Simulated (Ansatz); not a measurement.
**A plane-wave run on TaNiN**

input.yaml (Ansatz 0.2.0)

```yaml
crystal:
  lattice:
    - [2.988651, 0.0, 0.0]
    - [0.0, 2.988651, 0.0]
    - [0.0, 0.0, 7.566204]
  atoms:
    - { symbol: Ni, position: [0.0, 0.5, 0.9], spin: 2, spin_axis: [1.0, 0.0, 0.0] }
    - { symbol: Ni, position: [0.5, 0.0, 0.1], spin: 2, spin_axis: [1.0, 0.0, 0.0] }
    - { symbol: Ta, position: [0.0, 0.5, 0.335] }
    - { symbol: Ta, position: [0.5, 0.0, 0.665] }
    - { symbol: "N", position: [0.0, 0.5, 0.617] }
    - { symbol: "N", position: [0.5, 0.0, 0.383] }
kpoints:
  mp_grid: { grid: [6, 6, 3], shift: [0, 0, 0] }
  band_path:
    path:
      - [0.0, 0.0, 0.0]
      - [0.0, 0.5, 0.0]
      - [0.5, 0.5, 0.0]
      - [0.0, 0.0, 0.0]
      - [0.0, 0.0, 0.5]
      - [0.0, 0.5, 0.5]
      - [0.5, 0.5, 0.5]
      - [0.0, 0.0, 0.5]
      - [0.0, 0.5, 0.0]
      - [0.0, 0.5, 0.5]
      - [0.5, 0.5, 0.0]
    npoints: 6
magnetization:
  noncollinear: true
  spin_orbit: true
scf:
  occupations: { method: fermi_dirac }
  lower_state_search: "off"
  max_iter: 200
hamiltonian:
  pseudopotentials: { kind: paw_fr }
  xc: r2scan
  hubbard:
    projectors: all-electron-ortho-atomic
    sites: [{ species: Ni, l: d, u_eff: 6.03 }]
basis:
  ecutwfc: 500
  fft_grid_basis: typed
output:
  forces: true
  stress: true
  eigenvalues: true
  bader: true
  populations: true
  elf: true
  write_potential: true
  volumetric_format: npy
  dos:
    e_range: [-12, 8]
    de: 0.05
    projected: { site_lists: { "N": ["N"], Ni: [Ni], Ta: [Ta] } }
    method: { smearing: { sigma: 0.1, scheme: gaussian } }
checkpoint:
  read: saved_state
```

The saved state is an earlier solution for the same cell, perhaps on another mesh. Magnetic state (reached from a saved solution, and it need not be the lowest): Ni1 along (1.00, 0.00, 0.00), Ni2 along (1.00, 0.00, 0.00).

Parts of the output:

```
Ni: projections on atomic orbitals take those of the free atom [Ne] 3s2 3p6 3d8 4s2, of charge +0.00 (hamiltonian.pseudopotentials.projection_atoms); the dataset's partial waves leave at most 2.0e-9 of an orbital's norm unspanned inside its sphere
Ta: projections on atomic orbitals take those of the free atom [Kr 4d10 4f14] 5s2 5p6 5d3 6s2, of charge +0.00 (hamiltonian.pseudopotentials.projection_atoms); the dataset's partial waves leave at most 1.2e-6 of an orbital's norm unspanned inside its sphere
N: projections on atomic orbitals take those of the free atom [He] 2s2 2p3, of charge +0.00 (hamiltonian.pseudopotentials.projection_atoms); the dataset's partial waves leave at most 3.0e-12 of an orbital's norm unspanned inside its sphere
Pseudopotentials: kind: paw_fr
Pseudopotential: Ni, paw_fr, valence charge 18, recommended cutoff 500 eV (meta_gga), Ni.paw.azcp#standard-fr
Pseudopotential: Ta, paw_fr, valence charge 13, recommended cutoff 500 eV (meta_gga), Ta.paw.azcp#standard-fr
Pseudopotential: N, paw_fr, valence charge 5, recommended cutoff 500 eV (meta_gga), N.paw.azcp#standard-fr
Functional definition: r2SCAN
  exchange = r2scan_x(k0 = k0, k1 = k1, a1 = a1)
  correlation = r2scan_c
Crystal: 6 atoms, lattice volume = 67.582 Å³
Basis set: ecut = 500 eV, 1739 PW (Γ), exchange–correlation on 96×96×240 points (64 copies of the dense FFT grid, shifted against one another)
Bands: 88, of which v1, the nominal top of the filled ones, is band 72 counted from 1 (71 counted from 0)
Symmetry: 4 space group operations + 4 with time reversal
Magnetic group: BNS 59.410 (UNI 508), of the structure as read, at distance tolerance 4.1e-5 Å
k-points: 32 of 108 (time reversal used)
Initial density: read from a saved state, or passed on in memory by an earlier SCF of this step, an earlier step, the calling program or the single point that the run made first
Starting moments: Σ|m| = 4 μB on 2 of 6 sites; this step starts from the density that it was given
Functional: x = r2scan, c = r2scan; τ floored in thin density (d = 2e-4 eV/Å³)
SCF iter   1: F=-32297.7078 eV  Δρ=3.47e-2  dr2=4.76e-2  dr2_τ=2.45e-3  dr2_m=1.86e-1  |M|=1.91e0 ∫|m|=2.20e0 μB
SCF iter   2: F=-32297.7768 eV  Δρ=2.12e-2  dr2=2.26e-2  dr2_τ=1.07e-2  dr2_m=6.87e-4  |M|=1.89e0 ∫|m|=2.18e0 μB  κ⁻¹=1.0e0(r=1)
SCF iter   3: F=-32297.7855 eV  Δρ=6.84e-3  dr2=5.94e-3  dr2_τ=1.04e-3  dr2_m=1.35e-4  |M|=1.87e0 ∫|m|=2.18e0 μB  κ⁻¹=1.3e-1(r=2)
SCF iter   4: F=-32297.7870 eV  Δρ=1.94e-3  dr2=3.11e-3  dr2_τ=6.93e-5  dr2_m=4.73e-5  |M|=1.86e0 ∫|m|=2.18e0 μB  κ⁻¹=1.7e-2(r=3)
SCF iter   5: F=-32297.7884 eV  Δρ=9.14e-4  dr2=1.03e-3  dr2_τ=7.59e-6  dr2_m=2.10e-5  |M|=1.86e0 ∫|m|=2.18e0 μB  κ⁻¹=2.5e-3(r=4)
SCF iter   6: F=-32297.7890 eV  Δρ=3.77e-4  dr2=1.33e-4  dr2_τ=2.59e-6  dr2_m=8.76e-6  |M|=1.86e0 ∫|m|=2.18e0 μB  κ⁻¹=5.9e-4(r=5)
SCF iter   7: F=-32297.7890 eV  Δρ=3.67e-4  dr2=7.11e-5  dr2_τ=1.16e-6  dr2_m=4.14e-6  |M|=1.86e0 ∫|m|=2.18e0 μB
SCF iter   8: F=-32297.7890 eV  Δρ=2.77e-4  dr2=5.81e-5  dr2_τ=6.03e-7  dr2_m=1.98e-6  |M|=1.86e0 ∫|m|=2.18e0 μB  κ⁻¹=1.0e0(r=1)
SCF iter   9: F=-32297.7891 eV  Δρ=8.79e-5  dr2=2.41e-5  dr2_τ=7.69e-8  dr2_m=8.22e-8  |M|=1.85e0 ∫|m|=2.18e0 μB  κ⁻¹=8.7e-2(r=2)
SCF iter  10: F=-32297.7891 eV  Δρ=6.97e-5  dr2=5.59e-6  dr2_τ=5.64e-8  dr2_m=1.68e-7  |M|=1.85e0 ∫|m|=2.18e0 μB  κ⁻¹=2.3e-2(r=3)
SCF iter  11: F=-32297.7891 eV  Δρ=5.75e-5  dr2=1.30e-6  dr2_τ=2.80e-8  dr2_m=1.00e-7  |M|=1.85e0 ∫|m|=2.18e0 μB  κ⁻¹=2.0e-2(r=4)
SCF iter  12: F=-32297.7891 eV  Δρ=3.32e-5  dr2=3.05e-7  dr2_τ=6.60e-9  dr2_m=1.26e-8  |M|=1.85e0 ∫|m|=2.18e0 μB  κ⁻¹=4.3e-3(r=5)
SCF iter  13: F=-32297.7891 eV  Δρ=1.11e-5  dr2=5.36e-8  dr2_τ=5.90e-10  dr2_m=1.06e-9  |M|=1.85e0 ∫|m|=2.18e0 μB
Magnetization: |M| = 1.8548 μB,  M = (+1.8548, +0.0000,  0.0000) μB
Absolute magnetization: 2.1811 μB (∫|m|, with the PAW one-centre terms)
  site 0: m = (+0.9423,  0.0000, +0.0000) μB, |m| = 0.9423 μB  (R = 0.88 Å)
  site 1: m = (+0.9423,  0.0000, +0.0000) μB, |m| = 0.9423 μB  (R = 0.88 Å)
  site 2: m = (+0.0116,  0.0000, +0.0000) μB, |m| = 0.0116 μB  (R = 0.88 Å)
  site 3: m = (+0.0116, +0.0000,  0.0000) μB, |m| = 0.0116 μB  (R = 0.88 Å)
  site 4: m = (-0.0194, +0.0000,  0.0000) μB, |m| = 0.0194 μB  (R = 0.88 Å)
  site 5: m = (-0.0194, +0.0000, +0.0000) μB, |m| = 0.0194 μB  (R = 0.88 Å)
Free energy (F): -32297.7891 eV
Harris-Foulkes:  -32297.7891 eV  (|F-HF|=3.21e-9)
Internal energy: -32297.7019 eV  (E = F + TS)
E sigma→0 (E₀):  -32297.7455 eV
Entropy (-TS):   -0.0872 eV (-14.530 meV/atom)
Fermi energy:    19.1726 eV
--- Stress (GPa, compression-positive) ---
        6.2341       0.0000       0.0000
        0.0000       6.2335       0.0000
        0.0000       0.0000      14.1640
  P = ⅓ Tr σ = 8.8772 GPa (88.772 kbar)
--- Löwdin populations: 6 sites ---
  site symbol       q [e]
     0     Ni     17.5722
     1     Ni     17.5722
     2     Ta     12.3366
     3     Ta     12.3366
     4      N      5.8016
     5      N      5.8016
  spilling = 0.0080 (of n_electrons = 72.0000)
```

Origin: a known structure type with other elements, at an estimated volume, so it need not be a known compound. Caveats: the k mesh is coarse if the cell is a metal.
